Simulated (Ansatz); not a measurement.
SiO$_{2}$:
Space group R32, hexagonal axes (No. 155); a = b = 7.957 Å, c = 7.848 Å, α = β = 90.00°, γ = 120.00°

```csv
atom,site,symmetry,x,y,z
Si,9e,.2,0.7847,0.7847,0.5000
O,9e,.2,0.1904,0.1904,0.5000
O,9d,.2,0.0000,0.3340,0.0000
```
(The calculation used a cell of 9 atoms; values per cell refer to that cell.)

Relaxed with r²SCAN. r²SCAN in the plane-wave PAW code Ansatz gives a gap of 6.35 eV.

Task: What gap does HSE06 give on the same cell (Ansatz, PAW)?

Result: 7.46 eV, 1.10 eV more. The hybrid was solved on a coarser mesh and at special points; the gap given is the minimum over both.

```tsv
k	v1 r²SCAN	c1 r²SCAN	v1 HSE06	c1 HSE06
Γ	-0.02	6.35	-0.02	7.46
T	-0.80	9.31	?	?
P0	-0.40	9.19	?	?
L	-0.06	8.03	?	?
F	-0.17	8.68	?	?
```

Task: Top valence (v1) and lowest conduction level (c1) in eV from each method's valence maximum (which need not be a listed point): supply the withheld HSE06 values.

Result: 
- F, v1 HSE06: -0.18
- F, c1 HSE06: 9.79
- L, v1 HSE06: -0.06
- L, c1 HSE06: 9.19
- T, v1 HSE06: -0.83
- T, c1 HSE06: 10.41
- P0, v1 HSE06: -0.42
- P0, c1 HSE06: 10.30

Cost on shared cores: the r²SCAN run (SCF on a 6×6×6 mesh, then bands and DOS) about 3 core-minutes (a rough figure), the HSE06 run (SCF on 3×3×3, then a few points) about 2.7 core-minutes (a rough figure); the tasks are unlike.

The workflow started from a Materials Project entry (that database holds measured and hypothetical structures alike); the Crystallography Open Database copy checked does not list it. It is not the phase usual at ambient conditions (space group No. 92, 152, 154). The r²SCAN relaxation kept the symmetry of its start; phonons show weakly imaginary modes.

Potentials: the later of the program's two PAW sets.
